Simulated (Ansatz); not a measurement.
The relaxed structure here is a generated cell of Mn: the first start was made by placing the elements on the sites of a structure type, and the end was not matched to a known phase here, so it may be hypothetical.

One starting cell of Mn (a generated cell, Mn placed in the beta-W structure type) was relaxed twice with Ansatz (plane waves, PAW, scalar-relativistic): with r2SCAN at 500 eV and with PBE at 420 eV. The r2SCAN result:

```yaml
crystal:
  lattice:
    - [4.44848, 0.00000, 0.00000]
    - [0.00000, 4.44848, 0.00000]
    - [0.00000, 0.00000, 4.44848]
  atoms:
    - { symbol: Mn, position: [0.25000, 0.00000, 0.50000] }
    - { symbol: Mn, position: [0.75000, 0.00000, 0.50000] }
    - { symbol: Mn, position: [0.00000, 0.50000, 0.25000] }
    - { symbol: Mn, position: [0.00000, 0.50000, 0.75000] }
    - { symbol: Mn, position: [0.50000, 0.25000, 0.00000] }
    - { symbol: Mn, position: [0.50000, 0.75000, 0.00000] }
    - { symbol: Mn, position: [0.00000, 0.00000, 0.00000] }
    - { symbol: Mn, position: [0.50000, 0.50000, 0.50000] }
```

```json
[
 {"quantity": "space group", "r2SCAN": "Pm-3n", "PBE": "Pm-3n"},
 {"quantity": "volume (Å³/atom)", "r2SCAN": "11.00", "PBE": "___"},
 {"quantity": "a (Å)", "r2SCAN": "4.448", "PBE": "___"},
 {"quantity": "gap (eV, no spin-orbit coupling)", "r2SCAN": "0.00", "PBE": "___"},
 {"quantity": "spin order", "r2SCAN": "ferromagnetic", "PBE": "___"},
 {"quantity": "net moment (μB/atom)", "r2SCAN": "0.93", "PBE": "___"}
]
```

Problem. What does PBE give for the same quantities?

Solution. 
- volume (Å³/atom), PBE: 10.80
- a (Å), PBE: 4.420
- gap (eV, no spin-orbit coupling), PBE: 0.00
- spin order, PBE: ferromagnetic
- net moment (μB/atom), PBE: 0.17

Both levels end in the same structure; PBE's volume is 1.9 % smaller. Neither column is exact.

Spin states reached: ferromagnetic; spin orders were not searched systematically. r2SCAN tends to overstate moments in metals. The program's look for a lower electronic state was skipped, cut short or left open in this run.

The run could not lose the symmetry of its start: the end is stationary, and may be a saddle point rather than a minimum.

All atoms sit on sites fixed by symmetry, so only the cell could relax.

Ansatz is a program for electronic structure.
